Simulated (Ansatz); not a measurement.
The start is a generated trial cell of Ru in the diamond structure type. The cell and all atomic positions are relaxed at zero pressure with r2SCAN (plane waves to 500 eV, PAW, scalar-relativistic; Ansatz, a program for electronic structure). The first steps use a coarse 11×11×11 k-mesh.

The start:
```
CELL_PARAMETERS angstrom
      0.00000     2.66085     2.66085
      2.66085     0.00000     2.66085
      2.66085     2.66085     0.00000
ATOMIC_POSITIONS crystal
  Ru 0.25000 0.25000 0.25000
  Ru 0.00000 0.00000 0.00000
```

Q: How large is the pressure on the unrelaxed cell, and of which sign?

A: +10.3 GPa (positive: the cell is compressed).

Q: How much energy is released per atom?

A: 0.03 eV/atom.

Q: How does the volume per atom move from start to end?

A: +5.3 %, from 18.84 to 19.83 Å³/atom.

Q: How do the shortest distances between atoms change?

A: The closest pairs of elements (up to four, under 3.6 Å), start → end: Ru–Ru 2.30 → 2.34 Å.

Q: What does it relax into? Give the structure.

A: 
```cif
data_Ru8
_chemical_formula_sum 'Ru8'
_space_group_name_H-M_alt 'Fd-3m :1'
_space_group_IT_number 227
_space_group_name_Hall 'F 4d 2 3 -1d'
_cell_length_a 5.41344
_cell_length_b 5.41344
_cell_length_c 5.41344
_cell_angle_alpha 90.000
_cell_angle_beta 90.000
_cell_angle_gamma 90.000
loop_
_atom_site_label
_atom_site_type_symbol
_atom_site_symmetry_multiplicity
_atom_site_Wyckoff_symbol
_atom_site_fract_x
_atom_site_fract_y
_atom_site_fract_z
_atom_site_occupancy
Ru1 Ru 8 a 0.00000 0.00000 0.00000 1
```
(The calculation used a cell of 2 atoms; values per cell refer to that cell.)

The space group stays Fd-3m (No. 227) (the run could not lower it); the end is diamond type, with 2 atoms in the primitive cell. Final values are on a 15×15×15 k-mesh of the relaxed cell. No spin polarisation in the result.

The run could not lose the symmetry of its start: the end is stationary, and may be a saddle point rather than a minimum.

All atoms sit on sites fixed by symmetry, so only the cell could relax.

The relaxed structure here is a generated cell of Ru: the first start was made by placing the elements on the sites of a structure type, and the end was not matched to a known phase here, so it may be hypothetical. Known forms of Ru include space group No. 194.
